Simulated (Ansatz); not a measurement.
TiGeSb:
```cif
data_Ge2Sb2Ti2
_chemical_formula_sum 'Ti2 Ge2 Sb2'
_space_group_name_H-M_alt 'P4/nmm :1'
_space_group_IT_number 129
_space_group_name_Hall 'P 4ab 2ab -1ab'
_cell_length_a 3.70132
_cell_length_b 3.70132
_cell_length_c 8.23983
_cell_angle_alpha 90.000
_cell_angle_beta 90.000
_cell_angle_gamma 90.000
loop_
_space_group_symop_operation_xyz
  'x, y, z'
  '-y+1/2, x+1/2, z'
  '-x, -y, z'
  'y+1/2, -x+1/2, z'
  'x+1/2, -y+1/2, -z'
  '-y, -x, -z'
  '-x+1/2, y+1/2, -z'
  'y, x, -z'
  '-x+1/2, -y+1/2, -z'
  'y, -x, -z'
  'x+1/2, y+1/2, -z'
  '-y, x, -z'
  '-x, y, z'
  'y+1/2, x+1/2, z'
  'x, -y, z'
  '-y+1/2, -x+1/2, z'
loop_
_atom_site_label
_atom_site_type_symbol
_atom_site_symmetry_multiplicity
_atom_site_Wyckoff_symbol
_atom_site_fract_x
_atom_site_fract_y
_atom_site_fract_z
_atom_site_occupancy
Ti1 Ti 2 c 0.50000 0.00000 0.24713 1
Ge1 Ge 2 a 0.00000 0.00000 0.00000 1
Sb1 Sb 2 c 0.00000 0.50000 0.38383 1
```

This is the r²SCAN-relaxed structure.

Problem. All from DFT-r²SCAN in the program Ansatz with PAW potentials, unless another level is named. Estimate the electronic character.

Solution. metallic (no gap).

Problem. Predict the density of states at the Fermi level.

Solution. 0.42 states/eV per atom (mean over ±0.08 eV).

Problem. Give the formation energy from the elements (no fitted shifts).

Solution. -0.45 eV/atom.

The workflow started from an entry of the Crystallography Open Database (COD, 295 K). Whether it is the stable phase at ambient conditions was not checked. The r²SCAN relaxation kept the symmetry of its start; whether a distortion lowers the energy is not shown. The run is not spin-polarised. The references are the lowest solids computed at this level, not always the standard phases. Scalar-relativistic: spin–orbit coupling is off unless named, which matters more the heavier the elements.

Potentials: the later of the program's two PAW sets.
